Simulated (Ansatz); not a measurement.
Ga:
```yaml
crystal:
  lattice:
    - [3.76930, -2.25574, 0.00000]
    - [3.76930, 2.25574, 0.00000]
    - [0.00000, 0.00000, 4.50303]
  atoms:
    - { symbol: Ga, position: [0.99127, 0.33386, 0.25000] }
    - { symbol: Ga, position: [0.00873, 0.66614, 0.75000] }
    - { symbol: Ga, position: [0.33386, 0.99127, 0.75000] }
    - { symbol: Ga, position: [0.66614, 0.00873, 0.25000] }
```

Relaxed with LDA. Special points in fractions of this cell's reciprocal vectors: Γ (0.000, 0.000, 0.000); Y (0.500, 0.500, 0.000); F0 (0.340, 0.660, 0.000); Δ0 (-0.340, 0.340, 0.000); Z (0.000, 0.000, 0.500); B0 (-0.340, 0.340, 0.500); G0 (0.340, 0.660, 0.500); T (0.500, 0.500, 0.500); S (0.000, 0.500, 0.000); R (0.000, 0.500, 0.500).

List the band energies nearest the Fermi level at these points for DFT-LDA in the program Ansatz with PAW potentials.

In eV from the Fermi level; about four levels below and three above (degenerate sets whole), none deeper than 8.9 eV; points with the same levels are listed once.

```json
[
 {"k": "Γ", "below": "-3.47 -2.28 -1.91 -0.99", "above": "1.04 1.17 2.65"},
 {"k": "Y", "below": "-4.22 -2.79 -1.91 -1.89", "above": "0.38 1.19 3.57"},
 {"k": "F0", "below": "-1.22 -1.05 -0.59 -0.17", "above": "0.26 3.23 3.32"},
 {"k": "Z", "below": "-0.52 -0.52 -0.02 -0.02", "above": "0.13 0.13 3.06 3.06"},
 {"k": "B0", "below": "-6.48 -6.48 -3.37 -3.37", "above": "4.41 4.41 5.45 5.45"},
 {"k": "T", "below": "-5.68 -5.68 -2.01 -2.01", "above": "0.29 0.29 7.02 7.02"},
 {"k": "S", "below": "-1.35 -0.45 -0.33 -0.15", "above": "3.69 4.61 5.90"},
 {"k": "R", "below": "-6.27 -6.27 -1.51 -1.51", "above": "0.96 0.96 6.97 6.97"}
]
```

Space group Cmcm. The first step of the workflow began from a Materials Project structure, measured or hypothetical; the Crystallography Open Database files this formula in space group No. 63, but the cells were not matched. It is not the phase usual at ambient conditions (space group No. 64). The LDA relaxation kept the symmetry of its start; its stability against distortions is not shown here. Spin–orbit coupling is left out wherever it is not named.

Potentials: the later of the program's two PAW sets.
